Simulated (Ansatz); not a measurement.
B$_{6}$P:
```xyz
14
Lattice="2.9900 1.7263 3.9428 -2.9900 1.7263 3.9428 0.0000 -3.4525 3.9428" Properties=species:S:1:pos:R:3 pbc="T T T"
B     -1.5955     0.9212     4.2792
B      1.5955    -0.9212     7.5492
B      0.0000    -1.8424     4.2792
B      0.0000     1.8424     7.5492
B      1.5955     0.9212     4.2792
B     -1.5955    -0.9212     7.5492
B     -0.9382     0.5417     1.3884
B      0.9382    -0.5417    10.4400
B      0.0000    -1.0833     1.3884
B      0.0000     1.0833    10.4400
B      0.9382     0.5417     1.3884
B     -0.9382    -0.5417    10.4400
P      0.0000     0.0000     4.7920
P      0.0000     0.0000     7.0364
```

Relaxed with r²SCAN.

Question: Give the Bader charges and basin volumes of the independent atoms, the program Ansatz at the r²SCAN level (PAW).

Answer: 

| atom | Bader charge (e) | Bader volume (Å³) |
|---|---|---|
| B1 | +0.13 | 6.6 |
| B7 | +0.13 | 7.8 |
| P13 | -0.79 | 17.9 |

Space group R-3m. The first step of the workflow began from a Materials Project structure, measured or hypothetical; the Crystallography Open Database copy checked does not list it. Whether it is the stable phase at ambient conditions was not checked. Symmetry was held in the r²SCAN relaxation; its stability against distortions is not shown here.

Potentials: the later of the program's two PAW sets.
